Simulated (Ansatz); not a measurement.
Ru (hcp (Mg type), P6_3/mmc) at seven volumes, PBE in the plane-wave PAW code Ansatz, shape and atoms relaxed at each. One row is withheld.

```
V (Å³/atom)  P (GPa)
-----------  -------
12.530         36.92
12.943         22.41
13.356         10.22
13.769         -0.01
14.182         -8.58
14.595        -15.75
15.009             ?
```

Question: Fit the shown pressures and predict the withheld one.

Answer: P = (3/2)B₀(x^(7/2) − x^(5/2))[1 + (3/4)(B′ − 4)(x − 1)] with x = (V₀/V)^(2/3). Least squares on the six rows gives V₀ = 13.769 Å³/atom, B₀ = 311 GPa, B′ = 4.84. At V = 15.009, x = 0.9441 and P = -21.78 GPa. The run itself gave -21.73 GPa.

The cell was relaxed with PBE under the symmetry of its start. No spin polarisation was allowed.

Potentials: the later of the program's two PAW sets.
